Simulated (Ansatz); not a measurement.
An Ansatz (a program for electronic structure) run. Input:

Ansatz 0.2 input:
```yaml
crystal:
  lattice:
    - [4.3214370728, 0.0, 0.0]
    - [-2.1607185364, 3.7424742859, 0.0]
    - [0.0, 0.0, 7.1250314103]
  atoms:
    - { symbol: Ga, position: [0.6666666667, 0.3333333333, 0.5004950291] }
    - { symbol: Ga, position: [0.3333333333, 0.6666666667, 0.0004950291] }
    - { symbol: Sb, position: [0.6666666667, 0.3333333333, 0.8744049709] }
    - { symbol: Sb, position: [0.3333333333, 0.6666666667, 0.3744049709] }
kpoints:
  mp_grid: { grid: [7, 7, 4] }
hamiltonian:
  xc: r2scan
  pseudopotentials: { kind: paw }
scf:
  occupations: { method: fixed }
checkpoint: { read: static.run }
output: { write_density: true, elf: true, volumetric_format: npy }
```

Output (shortened):

```
Pseudopotential: Ga, paw, valence charge 13
Pseudopotential: Sb, paw, valence charge 15
Functional definition: r2SCAN
Crystal: 4 atoms, lattice volume = 115.232 Å³
Basis set: ecut = 500 eV, 2899 PW (Γ), exchange–correlation on 128×128×216 points (64 copies of the dense FFT grid, shifted against one another)
Bands: 34, of which v1, the nominal top of the filled ones, is band 28 counted from 1 (27 counted from 0)
Symmetry: 12 space group operations
Space group: P63mc (ITA 186), of the structure as read, at distance tolerance 4.9e-5 Å
k-points: 24 of 196 (time reversal used)
Stability of the state it starts from, as read at its close in the unpolarized treatment …
iter 1 solved again at ethr=3.18e-7 eV; its pass at ethr=3.10e-3 eV (dr2=1.78e-4 eV) is discarded
SCF iter   1: F=—  HF=-20579.670534 eV  |F-HF|=—  |Δ(HF+E_count)|=         —  Δρ=2.50e-6  dr2=1.19e-8  dr2_τ=6.00e-10  ethr=3.18e-7  ⟨swp⟩=2.9  Hψ=4804  notcnv=0  defer=96
preconditioner: auto → Resta (q_TF=auto, 2.419 Å⁻¹)
SCF iter   2: F=—  HF=-20579.670534 eV  |F-HF|=—  |Δ(HF+E_count)|=   8.86e-8  Δρ=1.40e-6  dr2=4.43e-9  dr2_τ=6.56e-10  ethr=2.12e-11  ⟨swp⟩=10.4  Hψ=3878  notcnv=0
SCF iter   3: F=-20579.670534 eV  HF=-20579.670534 eV  |F-HF|=1.07e-9  |Δ(HF+E_count)|=   1.10e-9  Δρ=8.68e-7  dr2=1.54e-9  dr2_τ=8.75e-11  ethr=7.91e-12  ⟨swp⟩=1.0  Hψ=2135  notcnv=0
SCF 1 converged in 3 iterations: F = -20579.670534 eV  dr2 = 1.54e-9
SCF converged after 3 iterations
Free energy (F): -20579.670534 eV
Harris-Foulkes:  -20579.670534 eV  (|F-HF|=1.07e-9)
Internal energy: -20579.670534 eV  (E = F + TS)
E sigma→0 (E₀):  -20579.670534 eV
Fermi energy:    7.546218 eV
--- Per-component energies (eV) ---
  E_band       = -563.114538
  E_kinetic    = 642.835189
  E_local      = -7864.481935  (includes V_loc(G=0)·N_el)
  E_nonlocal   = 1580.665644
  E_hartree    = 3623.884553
  E_xc         = -378.420752
  E_vxc        = -323.184921  (∫ρ·V_xc dr)
  E_paw        = -13213.306495  (= ΣΔE_a)
  E_vpaw       = -1866.823086  (= ΣTr[D̂ρ^β])
  E_aug_tail   = -0.000083  (compensation charges beyond the density's cutoff)
  E_vtau       = 20.105301  (kinetic-family band-sum trace: ∫τ·v_τ [+ j·A + Jᵃ·Aᵃ] dr)
  E_ewald      = -4970.552590
  E_core_change = -0.294066  (= ΣΔE_core)
  E_smearing   =  0.000000  (= −TS)
  E_closure    =  0.000000  (closes the sum)
  Σ components = -20579.670534   (vs F -20579.670534, Δ=0.00e0)
  [band-id]    e_kinetic+e_local+e_nonlocal+2·e_hartree+e_vxc+e_vpaw+e_augmentation_tail+e_vtau = -563.114784   (vs E_band -563.114538, Δ=-2.46e-4)
--- Band table (eV; the first three rows and the last of 24) ---
  k-point 0: bands = ["-22.0438", "-22.0430", "-22.0393", "-22.0393", "-22.0379", "-22.0379", "-22.0174", "-22.0174", "-22.0148", "-22.0148", "-8.0664", "-8.0370", "-8.0346", "-8.0346", "-8.0251", "-8.0251", "-7.9837", "-7.9837", "-7.9800", "-7.9800", …
  k-point 1: bands = ["-22.0437", "-22.0431", "-22.0391", "-22.0391", "-22.0381", "-22.0381", "-22.0170", "-22.0170", "-22.0152", "-22.0152", "-8.0622", "-8.0414", "-8.0334", "-8.0334", "-8.0267", "-8.0267", "-7.9830", "-7.9830", "-7.9804", "-7.9804", …
  k-point 2: bands = ["-22.0434", "-22.0434", "-22.0386", "-22.0386", "-22.0386", "-22.0386", "-22.0161", "-22.0161", "-22.0161", "-22.0161", "-8.0518", "-8.0518", "-8.0302", "-8.0302", "-8.0302", "-8.0302", "-7.9815", "-7.9815", "-7.9815", "-7.9815", …
  k-point 23: bands = ["-22.0419", "-22.0419", "-22.0374", "-22.0374", "-22.0364", "-22.0364", "-22.0158", "-22.0158", "-22.0146", "-22.0146", "-8.0746", "-8.0746", "-8.0183", "-8.0183", "-8.0169", "-8.0169", "-7.9853", "-7.9853", "-7.9824", "-7.9824", …
```

Cost: very roughly 6 core-seconds on shared cores.

Space group P6_3mc (wurtzite). The workflow started from a Materials Project entry (that database holds measured and hypothetical structures alike); the Crystallography Open Database copy checked does not list it. It is not the phase usual at ambient conditions (space group No. 216). The cell was relaxed with r²SCAN under the symmetry of its start; whether a distortion lowers the energy is not shown. Spin–orbit coupling is left out wherever it is not named.

Potentials: the later of the program's two PAW sets.

Ansatz is a plane-wave DFT program.
